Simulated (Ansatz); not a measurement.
The end of the path is a generated cell of RbHgI3: the first start was made by placing the elements on the sites of a structure type, and the end was not matched to a known phase here, so it may be hypothetical.

A geometry of RbHgI3 away from equilibrium: step 2 of the relaxation of a generated cell, RbHgI3 placed in the GdFeO3 structure type. These are PBEsol (plane waves to 420 eV, PAW, scalar-relativistic; Ansatz, an electronic-structure program) values and carry that method's errors. Γ-centred k-mesh 3×2×3 on the run's cell (coarser than for final values), Fermi–Dirac smearing 0.05 eV.

```
CELL_PARAMETERS angstrom
      8.26797     0.00000     0.00000
      0.00000    11.70851     0.00000
      0.00000     0.00000     8.29563
ATOMIC_POSITIONS crystal
  Rb 0.47282 0.25000 0.98892
  Rb 0.97282 0.25000 0.51108
  Rb 0.52718 0.75000 0.01108
  Rb 0.02718 0.75000 0.48892
  Hg 0.00000 0.00000 0.00000
  Hg 0.50000 0.50000 0.50000
  Hg 0.00000 0.50000 0.00000
  Hg 0.50000 0.00000 0.50000
  I  0.01932 0.25000 0.06807
  I  0.51932 0.25000 0.43193
  I  0.98068 0.75000 0.93193
  I  0.48068 0.75000 0.56807
  I  0.28886 0.53461 0.21061
  I  0.78886 0.96539 0.28939
  I  0.71114 0.03461 0.78939
  I  0.21114 0.46539 0.71061
  I  0.71114 0.46539 0.78939
  I  0.21114 0.03461 0.71061
  I  0.28886 0.96539 0.21061
  I  0.78886 0.53461 0.28939
```

Which atoms carry the largest force, and which way does it point?

0.15 eV/Å, on Rb1, Rb2, Rb3, Rb4 (atoms numbered as listed); on Rb4 its components are (0.15, 0.00, 0.04).

What is the pressure?

-0.1 GPa, compression positive.

How far above the relaxed end point is this geometry?

0.02 eV/atom; the path ends in Pnma (No. 62).

No spin polarisation in the result.

The run could not lose the symmetry of its start, so the end can be a saddle point.
